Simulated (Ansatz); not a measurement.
MgO:
```xyz
2
Lattice="0.0000 2.1038 2.1038 2.1038 0.0000 2.1038 2.1038 2.1038 0.0000" Properties=species:S:1:pos:R:3 pbc="T T T"
Mg     0.0000     0.0000     0.0000
O      2.1038     2.1038     2.1038
```

Relaxed with r²SCAN. Special points in fractions of this cell's reciprocal vectors: Γ (0.000, 0.000, 0.000); X (0.500, 0.000, 0.500); U (0.625, 0.250, 0.625); K (0.375, 0.375, 0.750); L (0.500, 0.500, 0.500); W (0.500, 0.250, 0.750).

Task: List the band energies nearest the valence-band maximum at these points for plane-wave PAW r²SCAN (Ansatz code).

Result: In eV from the valence-band maximum; about four levels below and three above (degenerate sets whole), none deeper than 8.9 eV; … stands for higher levels left out; points with the same levels are listed once.

```csv
k,below,above
Γ,0.00 0.00 0.00,5.68 …
X,-4.08 -1.37 -1.37,10.06 …
U,-3.49 -2.70 -1.16,11.10 …
L,-4.61 -0.67 -0.67,8.86 …
W,-2.95 -2.95 -1.77,…
```

Space group Fm-3m (rock salt). The r²SCAN relaxation kept the symmetry of its start.

Potentials: the earlier of the program's two PAW sets.
